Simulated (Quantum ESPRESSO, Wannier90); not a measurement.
**Ta$_{2}$N (P-31m): Wannier90 run**

Materials Project entry mp-1079438; symmetrised, unrelaxed at this level. Not found in the COD (Crystallography Open Database) copy used; not checked further. Level: PBEsol, no spin polarisation, no spin-orbit coupling; pw.x of Quantum ESPRESSO at 68 Ry with PseudoDojo potentials, 4×4×4 k-points, Wannier90. Density: 12×12×6 mesh, cold smearing 0.01 Ry. Spin-orbit coupling is left out although heavy elements are present.

On the energy scale of pw.x, whose zero is arbitrary, the Fermi level lies at 19.50 eV.

Input w.win:

```
num_bands = 18
num_wann = 18
exclude_bands = 1-6,25-93
num_iter = 1000
conv_tol = 1.0e-6
conv_window = 4
write_hr = true
write_u_matrices = true
auto_projections = true
begin unit_cell_cart
ang
    5.2965699251    0.0000000000    0.0000000000
   -2.6482849626    4.5869641081    0.0000000000
    0.0000000000    0.0000000000    4.9391800000
end unit_cell_cart
begin atoms_frac
Ta  -0.3336290000 -0.3336290000 -0.2463800000
Ta   0.3336290000  0.3336290000  0.2463800000
Ta   0.3336290000  0.0000000000 -0.2463800000
Ta  -0.3336290000  0.0000000000  0.2463800000
Ta  -0.0000000000  0.3336290000 -0.2463800000
Ta   0.0000000000 -0.3336290000  0.2463800000
N   -0.3333333333  0.3333333333  0.5000000000
N    0.3333333333 -0.3333333333  0.5000000000
N    0.0000000000  0.0000000000  0.0000000000
end atoms_frac
mp_grid = 4 4 4
begin kpoints
0.0000000000 0.0000000000 0.0000000000
0.0000000000 0.0000000000 0.2500000000
0.0000000000 0.0000000000 0.5000000000
... (61 more lines: the 4x4x4 mesh through Gamma)
end kpoints
```

Input of pw2wannier90.x that gives the overlap and projection files (equivalent; here they were cut from one run over all bands):

```
&inputpp
  outdir = './out'
  prefix = 'pwscf'
  seedname = 'w'
  write_amn = .true.
  write_mmn = .true.
  atom_proj = .true.
  atom_proj_exclude = 1 5 6 7 8 9 10 11 15 16 17 18 19 20 21 25 26 27 28 29 30 31 35 36 37 38 39 40 41 45 46 47 48 49 50 51 55 56 57 58 59 60 61 62 63 64 65 66 67 68 69 70 71 72
/
```

Output w.wout (banner and timings cut):

```
                                    ------
                                    SYSTEM
                                    ------

                              Lattice Vectors (Ang)
                    a_1     5.296570   0.000000   0.000000
                    a_2    -2.648285   4.586964   0.000000
                    a_3     0.000000   0.000000   4.939180

                   Unit Cell Volume:     119.99825  (Ang^3)

                        Reciprocal-Space Vectors (Ang^-1)
                    b_1     1.186274   0.684896  -0.000000
                    b_2     0.000000   1.369792   0.000000
                    b_3     0.000000  -0.000000   1.272111

 *----------------------------------------------------------------------------*
 |   Site       Fractional Coordinate          Cartesian Coordinate (Ang)     |
 +----------------------------------------------------------------------------+
 | ta   1  -0.33363  -0.33363  -0.24638   |   -0.88354  -1.53034  -1.21692    |
 | ta   2   0.33363   0.33363   0.24638   |    0.88354   1.53034   1.21692    |
 | ta   3   0.33363   0.00000  -0.24638   |    1.76709   0.00000  -1.21692    |
 | ta   4  -0.33363   0.00000   0.24638   |   -1.76709   0.00000   1.21692    |
 | ta   5   0.00000   0.33363  -0.24638   |   -0.88354   1.53034  -1.21692    |
 | ta   6   0.00000  -0.33363   0.24638   |    0.88354  -1.53034   1.21692    |
 | n    1  -0.33333   0.33333   0.50000   |   -2.64828   1.52899   2.46959    |
 | n    2   0.33333  -0.33333   0.50000   |    2.64828  -1.52899   2.46959    |
 | n    3   0.00000   0.00000   0.00000   |    0.00000   0.00000   0.00000    |
 *----------------------------------------------------------------------------*
                                ------------
                                K-POINT GRID
                                ------------

             Grid size =  4 x  4 x  4      Total points =   64

 *---------------------------------- MAIN ------------------------------------*
 |  Number of Wannier Functions               :                18             |
 |  Number of Objective Wannier Functions     :                18             |
 |  Number of input Bloch states              :                18             |
 |  Output verbosity (1=low, 5=high)          :                 1             |
 |  Timing Level (1=low, 5=high)              :                 1             |
 |  Optimisation (0=memory, 3=speed)          :                 3             |
 |  Length Unit                               :               Ang             |
 |  Post-processing setup (write *.nnkp)      :                 F             |
 |  Using Gamma-only branch of algorithms     :                 F             |
 *----------------------------------------------------------------------------*
 *------------------------------- WANNIERISE ---------------------------------*
 |  Total number of iterations                :              1000             |
 |  Number of CG steps before reset           :                 5             |
 |  Trial step length for line search         :             2.000             |
 |  Convergence tolerence                     :         0.100E-05             |
 |  Convergence window                        :                 4             |
 |  Iterations between writing output         :                 1             |
 |  Iterations between backing up to disk     :               100             |
 |  Write r^2_nm to file                      :                 F             |
 |  Write xyz WF centres to file              :                 F             |
 |  Write on-site energies <0n|H|0n> to file  :                 F             |
 |  Use guiding centre to control phases      :                 F             |
 |  Use phases for initial projections        :                 F             |
 *----------------------------------------------------------------------------*
 *-------------------------------- PLOTTING ----------------------------------*
 |  Plotting Hamiltonian in WF basis          :                 T             |
 *----------------------------------------------------------------------------*

       ... (k-mesh section left out)

 Starting a new Wannier90 calculation ...

 Reading overlaps from w.mmn

 Reading projections from w.amn

 *------------------------------- WANNIERISE ---------------------------------*
 +--------------------------------------------------------------------+<-- CONV
 | Iter  Delta Spread     RMS Gradient      Spread (Ang^2)            |<-- CONV
 +--------------------------------------------------------------------+<-- CONV

 ------------------------------------------------------------------------------
 Initial State
  WF centre and spread    1  ( -0.883471, -1.530217, -1.219396 )     0.54653997
  WF centre and spread    2  ( -0.886769, -1.530185, -1.221195 )     0.54612656
  WF centre and spread    3  ( -0.879966, -1.529850, -1.217480 )     0.54639977
  WF centre and spread    4  (  0.883471,  1.530217,  1.219396 )     0.54653997
  WF centre and spread    5  (  0.886769,  1.530185,  1.221195 )     0.54612656
  WF centre and spread    6  (  0.879966,  1.529850,  1.217480 )     0.54639977
  WF centre and spread    7  (  1.766942,  0.000000, -1.219396 )     0.54653997
  WF centre and spread    8  (  1.763010,  0.000000, -1.215623 )     0.54652362
  WF centre and spread    9  (  1.770392,  0.000000, -1.223053 )     0.54597722
  WF centre and spread   10  ( -1.766942,  0.000000,  1.219396 )     0.54653997
  WF centre and spread   11  ( -1.763010, -0.000000,  1.215623 )     0.54652362
  WF centre and spread   12  ( -1.770392, -0.000000,  1.223053 )     0.54597722
  WF centre and spread   13  ( -0.883471,  1.530217, -1.219396 )     0.54653997
  WF centre and spread   14  ( -0.886769,  1.530185, -1.221195 )     0.54612656
  WF centre and spread   15  ( -0.879966,  1.529850, -1.217480 )     0.54639977
  WF centre and spread   16  (  0.883471, -1.530217,  1.219396 )     0.54653997
  WF centre and spread   17  (  0.886769, -1.530185,  1.221195 )     0.54612656
  WF centre and spread   18  (  0.879966, -1.529850,  1.217480 )     0.54639977
  Sum of centres and spreads (  0.000000,  0.000000, -0.000000 )     9.83434682

      0     0.983E+01     0.0000000000        9.8343468179  <-- CONV
        O_D=      0.0000000 O_OD=      0.0065312 O_TOT=      9.8343468 <-- SPRD
 ------------------------------------------------------------------------------
      1    -0.109E-05     0.0009922368        9.8343457326  <-- CONV
        O_D=      0.0000000 O_OD=      0.0065302 O_TOT=      9.8343457 <-- SPRD
      2    -0.308E-06     0.0005721965        9.8343454251  <-- CONV
        O_D=      0.0000000 O_OD=      0.0065299 O_TOT=      9.8343454 <-- SPRD
      3    -0.196E-07     0.0002071734        9.8343454055  <-- CONV
        O_D=      0.0000000 O_OD=      0.0065298 O_TOT=      9.8343454 <-- SPRD
      4    -0.201E-08     0.0000624455        9.8343454035  <-- CONV
        O_D=      0.0000000 O_OD=      0.0065298 O_TOT=      9.8343454 <-- SPRD
      5    -0.834E-09     0.0000372750        9.8343454027  <-- CONV
        O_D=      0.0000000 O_OD=      0.0065298 O_TOT=      9.8343454 <-- SPRD
             <<<     Delta < 1.000E-06  over  4 iterations     >>>
             <<< Wannierisation convergence criteria satisfied >>>
 Final State
  WF centre and spread    1  ( -0.883471, -1.530217, -1.219396 )     0.54653862
  WF centre and spread    2  ( -0.886768, -1.530185, -1.221195 )     0.54612709
  WF centre and spread    3  ( -0.879966, -1.529850, -1.217480 )     0.54640041
  WF centre and spread    4  (  0.883471,  1.530217,  1.219396 )     0.54653862
  WF centre and spread    5  (  0.886768,  1.530185,  1.221195 )     0.54612709
  WF centre and spread    6  (  0.879966,  1.529850,  1.217480 )     0.54640041
  WF centre and spread    7  (  1.766942,  0.000000, -1.219396 )     0.54653867
  WF centre and spread    8  (  1.763009,  0.000000, -1.215622 )     0.54652459
  WF centre and spread    9  (  1.770392,  0.000000, -1.223053 )     0.54597721
  WF centre and spread   10  ( -1.766942,  0.000000,  1.219396 )     0.54653867
  WF centre and spread   11  ( -1.763009, -0.000000,  1.215622 )     0.54652459
  WF centre and spread   12  ( -1.770392, -0.000000,  1.223053 )     0.54597721
  WF centre and spread   13  ( -0.883471,  1.530217, -1.219396 )     0.54653862
  WF centre and spread   14  ( -0.886768,  1.530185, -1.221195 )     0.54612709
  WF centre and spread   15  ( -0.879966,  1.529850, -1.217480 )     0.54640041
  WF centre and spread   16  (  0.883471, -1.530217,  1.219396 )     0.54653862
  WF centre and spread   17  (  0.886768, -1.530185,  1.221195 )     0.54612709
  WF centre and spread   18  (  0.879966, -1.529850,  1.217480 )     0.54640041
  Sum of centres and spreads (  0.000000,  0.000000, -0.000000 )     9.83434540

         Spreads (Ang^2)       Omega I      =     9.827815534
        ================       Omega D      =     0.000000032
                               Omega OD     =     0.006529836
    Final Spread (Ang^2)       Omega Total  =     9.834345403
```
